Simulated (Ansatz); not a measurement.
## Computed properties of WC2

WC2:
```cif
data_C4W2
_chemical_formula_sum 'W2 C4'
_space_group_name_H-M_alt 'P63/mmc'
_space_group_IT_number 194
_space_group_name_Hall '-P 6c 2c'
_cell_length_a 3.23193
_cell_length_b 3.23193
_cell_length_c 9.09688
_cell_angle_alpha 90.000
_cell_angle_beta 90.000
_cell_angle_gamma 120.000
loop_
_atom_site_label
_atom_site_type_symbol
_atom_site_symmetry_multiplicity
_atom_site_Wyckoff_symbol
_atom_site_fract_x
_atom_site_fract_y
_atom_site_fract_z
_atom_site_occupancy
W1 W 2 c 0.33333 0.66667 0.25000 1
C1 C 4 f 0.66667 0.33333 0.15782 1
```

Space group P6_3/mmc (No. 194); conventional cell a = b = 3.2319 Å, c = 9.0969 Å, α = β = 90.00°, γ = 120.00°.

Method: DFT-LDA in the program Ansatz with PAW potentials. Structure relaxed to zero pressure with the same functional. Other levels are named where they apply.

Cell and energy:

```
Property                                                     Result
-----------------------------------------------------  ------------
Volume per atom                                            13.72 Å³
Density                                                  8.39 g/cm³
Formation energy from the elements (no fitted shifts)  1.41 eV/atom
```

Electronic structure:

```
Quantity                                                                    Result
------------------------------------  --------------------------------------------
Electronic character                                             metallic (no gap)
Density of states at the Fermi level  0.20 states/eV per atom (mean over ±0.08 eV)
```

Mechanics:

```
Quantity                               Value
----------------------------------  --------
Bulk modulus (Birch–Murnaghan fit)  21.0 GPa
Pressure derivative B′                  12.0
```

Phonons:

```
Property                                                 Result
-----------------------------  --------------------------------
Highest zone-centre frequency                         692 cm^-1
Zone-centre stability          unstable, softest mode 409i cm⁻¹
```

The start of the workflow was typed in or built on a structure type; neither database checked (COD, Materials Project) lists it. Whether it is the stable phase at ambient conditions was not checked. The cell was relaxed with LDA under the symmetry of its start. The run is not spin-polarised. Its formation energy is positive at this level, so the cell may be metastable or incomplete. A crystal of weakly bound layers computed without a dispersion correction: the cell and the soft elastic constants depend strongly on that. As this level gives no gap, phonon frequencies hold no LO–TO term and depend on the k-mesh and smearing (Fermi–Dirac, 0.1 eV here). The references are the lowest solids computed at this level, not always the standard phases. Spin–orbit coupling is left out wherever it is not named.

Potentials: the earlier of the program's two PAW sets. The files were generated under PBE; for other functionals the program regenerates the frozen cores, and for LDA and PBEsol the local potential too.
